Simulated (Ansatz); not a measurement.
Hf3Cu4Si2:
```
CELL_PARAMETERS angstrom
      6.26590     0.00000     0.00000
     -3.13295     5.42643     0.00000
      0.00000     0.00000     3.95948
ATOMIC_POSITIONS crystal
  Hf 0.00000 0.58693 0.50000
  Hf 0.58693 0.00000 0.50000
  Hf 0.41307 0.41307 0.50000
  Si 0.66667 0.33333 0.00000
  Si 0.33333 0.66667 0.00000
  Cu 0.24672 0.00000 0.00000
  Cu 0.75328 0.75328 0.00000
  Cu 0.00000 0.24672 0.00000
  Cu 0.00000 0.00000 0.50000
```

Relaxed with r²SCAN. Special points in fractions of this cell's reciprocal vectors: Γ (0.000, 0.000, 0.000); M (0.500, 0.000, 0.000); K (0.333, 0.333, 0.000); A (0.000, 0.000, 0.500); L (0.500, 0.000, 0.500); H (0.333, 0.333, 0.500).

Question: List the band energies nearest the Fermi level at these points for r²SCAN in the plane-wave PAW code Ansatz.

Answer: In eV from the Fermi level; about four levels below and three above (degenerate sets whole), none deeper than 8.9 eV; points with the same levels are listed once.

```csv
k,below,above
Γ,-2.44 -1.95 -1.55 -0.99,0.40 0.40 0.46 0.46
M,-0.79 -0.75 -0.49 -0.06,0.22 1.28 1.79
K,-1.00 -1.00 -0.58 -0.44,0.35 0.51 0.51
A,-1.53 -1.53 -0.95 -0.95,1.05 1.05 1.39 1.39
L,-1.91 -1.67 -1.56 -1.25,1.11 1.25 1.32
H,-1.92 -1.81 -1.81 -0.91,1.26 1.33 1.44 1.44
```

Space group P-62m. The workflow started from a Materials Project entry (that database holds measured and hypothetical structures alike); the Crystallography Open Database copy checked does not list it. Its standing as an ambient phase is unchecked. The cell was relaxed with r²SCAN under the symmetry of its start; its stability against distortions is not shown here. No spin polarisation was allowed. Spin–orbit coupling is left out wherever it is not named.

Potentials: the earlier of the program's two PAW sets.
